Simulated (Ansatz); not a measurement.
Si3Mo5:
```
CELL_PARAMETERS angstrom
     -4.77632     4.77632     2.42085
      4.77632    -4.77632     2.42085
      4.77632     4.77632    -2.42085
ATOMIC_POSITIONS crystal
  Si 0.75000 0.75000 0.00000
  Si 0.25000 0.25000 0.00000
  Mo 0.25000 0.75000 0.50000
  Mo 0.75000 0.25000 0.50000
  Si 0.16755 0.66755 0.83511
  Si 0.66755 0.83245 0.50000
  Si 0.83245 0.33245 0.16489
  Si 0.33245 0.16755 0.50000
  Mo 0.72441 0.57659 0.30100
  Mo 0.57659 0.27559 0.85218
  Mo 0.27559 0.42341 0.69900
  Mo 0.42341 0.72441 0.14782
  Mo 0.77559 0.07659 0.85218
  Mo 0.92341 0.77559 0.69900
  Mo 0.22441 0.92341 0.14782
  Mo 0.07659 0.22441 0.30100
```

Relaxed with LDA. Special points in fractions of this cell's reciprocal vectors: Γ (0.000, 0.000, 0.000); X (0.000, 0.000, 0.500); M (-0.500, 0.500, 0.500); Z (0.314, 0.314, -0.314); Z0 (-0.314, 0.686, 0.314); P (0.250, 0.250, 0.250); N (0.000, 0.500, 0.000).

Task: List the band energies nearest the Fermi level at these points for LDA in the plane-wave PAW code Ansatz.

Result: In eV from the Fermi level; about four levels below and three above (degenerate sets whole), none deeper than 8.9 eV; points with the same levels are listed once.

```
k                          below                above
-  -----------------------------  -------------------
Γ  -1.17 -1.17 -0.50 -0.17 -0.17  0.26 0.33 0.56 0.56
X        -0.58 -0.51 -0.46 -0.30       0.26 0.27 0.30
M        -0.94 -0.85 -0.85 -0.20  0.22 0.22 0.38 0.38
Z        -1.26 -0.66 -0.66 -0.52       0.07 0.12 0.12
P        -0.64 -0.64 -0.38 -0.38  0.23 0.23 0.33 0.33
N        -0.97 -0.97 -0.50 -0.50  0.08 0.08 0.30 0.30
```

Space group I4/mcm. The workflow started from an entry of the Crystallography Open Database (COD). Its standing as an ambient phase is unchecked. The cell was relaxed with LDA under the symmetry of its start; whether a distortion lowers the energy is not shown. No spin polarisation was allowed. Spin–orbit coupling is left out wherever it is not named.

Potentials: the later of the program's two PAW sets.
